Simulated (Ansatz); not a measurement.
Tl (hcp, Mg type)

```
Tl
1.0
    3.60750     0.00000     0.00000
   -1.80375     3.12418     0.00000
    0.00000     0.00000     5.57674
Tl
2
Direct
  0.33333   0.66667   0.75000
  0.66667   0.33333   0.25000
```

All values below come from PBE (plane waves to 420 eV, PAW, scalar-relativistic; Ansatz, an electronic-structure program). DFPT wavenumbers on a 16×16×10 k mesh, in cm⁻¹ and rounded to 5; i marks imaginary ones, q is in fractions of the reciprocal vectors of the cell shown, and the three acoustic modes at Γ are left out. The program warned that its band solver left a few bands short of their tolerance. Spin-orbit coupling is left out, though Tl is heavy. The PAW data are Ansatz's earlier set. The relaxed volume of Tl is well above the measured one; the method has no dispersion term. Tl was relaxed with its symmetry unable to fall.

Task: Does any mode at Γ, M = (0.5, 0.0, 0.0), A = (0.0, 0.0, 0.5), L = (0.5, 0.0, 0.5) come out imaginary?

Result: No imaginary mode at these points (lowest 20 cm⁻¹ at A = (0.0, 0.0, 0.5)); other wave vectors were not tested.

Task: List the wavenumbers at Γ, M = (0.5, 0.0, 0.0), A = (0.0, 0.0, 0.5), L = (0.5, 0.0, 0.5), with degeneracies.

Result: 
```
q                           wavenumbers (cm⁻¹)
-------------------  -------------------------
Γ                                  30 (×2), 80
M = (0.5, 0.0, 0.0)     20, 35, 40, 55, 55, 60
A = (0.0, 0.0, 0.5)           20 (×4), 45 (×2)
L = (0.5, 0.0, 0.5)  30 (×2), 30 (×2), 70 (×2)
```
